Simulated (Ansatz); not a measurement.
Data sheet: TaN (DFT)

TaN:
```cif
data_N4Ta4
_chemical_formula_sum 'Ta4 N4'
_space_group_name_H-M_alt 'Fm-3m'
_space_group_IT_number 225
_space_group_name_Hall '-F 4 2 3'
_cell_length_a 4.39604
_cell_length_b 4.39604
_cell_length_c 4.39604
_cell_angle_alpha 90.000
_cell_angle_beta 90.000
_cell_angle_gamma 90.000
loop_
_atom_site_label
_atom_site_type_symbol
_atom_site_symmetry_multiplicity
_atom_site_Wyckoff_symbol
_atom_site_fract_x
_atom_site_fract_y
_atom_site_fract_z
_atom_site_occupancy
Ta1 Ta 4 b 0.50000 0.50000 0.50000 1
N1 N 4 a 0.00000 0.00000 0.00000 1
```
(The calculation used a cell of 2 atoms; values per cell refer to that cell.)

Space group Fm-3m (No. 225), rock salt; conventional cell a = b = c = 4.3960 Å, α = β = γ = 90.00°.

Method: DFT-r²SCAN in the program Ansatz with PAW potentials. The cell and atoms are relaxed at this level. Other levels are named where they apply.

### Cell and energy

```yaml
volume_per_atom: 10.62 Å³
density: 15.24 g/cm³
Formation energy from the elements (no fitted shifts): -0.96 eV/atom
```

### Electronic structure

```yaml
electronic_character: metallic (no gap)
Density of states at the Fermi level: 0.38 states/eV per atom (mean over ±0.08 eV)
Gap with spin–orbit coupling: none (metallic)
```

### Mechanics

```yaml
Bulk modulus (Birch–Murnaghan fit): 352 GPa
Pressure derivative B′: 4.4
Elastic constants (relaxed ions, GPa): C11 = 763, C12 = 146, C44 = 56.9
mechanical_stability: stable (all eigenvalues of C positive)
hill_bulk_and_shear_moduli: 352 and 121 GPa
Young's modulus: 325 GPa
Poisson's ratio: 0.35
debye_temperature_from_the_elastic_constants: 429 K
```

### Phonons

```yaml
highest_zone_centre_frequency: 394 cm^-1
zone_centre_stability: no imaginary mode at Γ
```

### Charges

```yaml
bader_charges: Ta +1.95, N -1.95 e
```

This is a known high-temperature phase of the composition, computed here at zero pressure and temperature. Symmetry was held in the r²SCAN relaxation. No spin polarisation was allowed. As this level gives no gap, shear constants depend on the k-mesh and smearing (Fermi–Dirac, 0.1 eV here). As this level gives no gap, phonon frequencies hold no LO–TO term and depend on the k-mesh and smearing (Fermi–Dirac, 0.1 eV here). The references are the lowest solids computed at this level, not always the standard phases (solids in place of the gases). Scalar-relativistic: spin–orbit coupling is off unless named, which matters more the heavier the elements.

Potentials: the earlier of the program's two PAW sets. The files were generated under PBE; for other functionals the program regenerates the frozen cores, and for LDA and PBEsol the local potential too.
